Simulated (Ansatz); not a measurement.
## Relaxing a structure of ZnRuO3

The relaxed structure here is a generated cell of ZnRuO3: the first start was made by placing the elements on the sites of a structure type, and the end was not matched to a known phase here, so it may be hypothetical.

The start is a generated cell, ZnRuO3 built in the GdFeO3 structure type. A full variable-cell relaxation at zero pressure is run with r2SCAN (plane waves to 500 eV, PAW, scalar-relativistic; Ansatz, a program for electronic structure). The first steps use a coarse 4×3×4 k-mesh.

Input geometry:
```
CELL_PARAMETERS angstrom
      5.12325     0.00000     0.00000
      0.00000     7.22891     0.00000
      0.00000     0.00000     5.10615
ATOMIC_POSITIONS crystal
  Zn 0.48770 0.25000 0.99160
  Zn 0.98770 0.25000 0.50840
  Zn 0.51230 0.75000 0.00840
  Zn 0.01230 0.75000 0.49160
  Ru 0.00000 0.00000 0.00000
  Ru 0.50000 0.50000 0.50000
  Ru 0.00000 0.50000 0.00000
  Ru 0.50000 0.00000 0.50000
  O  0.03130 0.25000 0.05860
  O  0.53130 0.25000 0.44140
  O  0.96870 0.75000 0.94140
  O  0.46870 0.75000 0.55860
  O  0.28800 0.53700 0.21300
  O  0.78800 0.96300 0.28700
  O  0.71200 0.03700 0.78700
  O  0.21200 0.46300 0.71300
  O  0.71200 0.46300 0.78700
  O  0.21200 0.03700 0.71300
  O  0.28800 0.96300 0.21300
  O  0.78800 0.53700 0.28700
```

### Question
What is the largest force in the starting geometry, and on which atom (counted from 1)?

### Answer
About 2.9 eV/Å, on O9, O10, O11, O12 (atoms numbered as listed).

### Question
By how much does the energy per atom fall from start to end?

### Answer
About 0.51 eV/atom.

### Question
How does the volume per atom move from start to end?

### Answer
+7.0 %, from 9.46 to 10.12 Å³/atom.

### Question
How do the shortest distances between atoms change?

### Answer
The closest pairs of elements (up to four, under 3.6 Å), start → end: O–Ru 1.84 → 1.96 Å; O–Zn 2.19 → 2.00 Å; O–O 2.52 → 2.69 Å; Ru–Zn 3.08 → 3.05 Å.

### Question
What band gap does the relaxed structure have at this level?

### Answer
No gap: a half-metal at this level (one spin channel is gapped at the Fermi level).

### Question
The last rounds were run with spin polarisation. What moments result?

### Answer
Net 0.40 μB/atom, ferromagnetic.

The space group stays Pnma (No. 62) (the run could not lower it); the end is AFLOW prototype AB3C_oP20_62_c_cd_a (as in CaTiO3), with 20 atoms in the primitive magnetic cell. Final values are on a 7×5×7 k-mesh of the relaxed cell. The first round had no spin; a later round switched it on. Spin state reached: ferromagnetic (net 0.40 μB/atom); other spin orders were not run from this start. The d or f electrons are treated with no Hubbard U.

The run could not lose the symmetry of its start, so the end can be a saddle point.
